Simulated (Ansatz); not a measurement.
A geometry of Te2Mo away from equilibrium: the start of the relaxation of a generated trial cell of Te2Mo in the 2H-MoS2 structure type. These are PBE (plane waves to 420 eV, PAW, scalar-relativistic; Ansatz, a first-principles code) values and carry that method's errors. Γ-centred k-mesh 7×7×2 on the run's cell (coarser than for final values), Fermi–Dirac smearing 0.05 eV.

```xyz
6
Lattice="3.7271 0.0000 0.0000 -1.8635 3.2277 0.0000 0.0000 0.0000 14.4967" Properties=species:S:1:pos:R:3:forces:R:3 pbc="T T T" free_energy=-37833.627 pressure_GPa=-4.8
Mo     0.0000     2.1518     3.6242    0.0000    0.0000    0.0000
Mo     1.8635     1.0759    10.8725    0.0000    0.0000    0.0000
Te     0.0000     2.1518     9.0967    0.0000    0.0000    0.3400
Te     1.8635     1.0759     1.8483    0.0000    0.0000    0.3400
Te     1.8635     1.0759     5.4000    0.0000    0.0000   -0.3400
Te     0.0000     2.1518    12.6484    0.0000    0.0000   -0.3400
```

Positions in Å, forces in eV/Å, free energy of the cell in eV (comparable only within this code, potentials and settings). Largest force: 0.34 eV/Å, on Te3, Te4, Te5, Te6 (atoms numbered as listed); the geometry lies 0.05 eV/atom above the end of its relaxation.

No spin polarisation in the result. No dispersion correction is included, so spacings between layers, chains or molecules are soft and tend to come out too large.

The run could not lose the symmetry of its start.
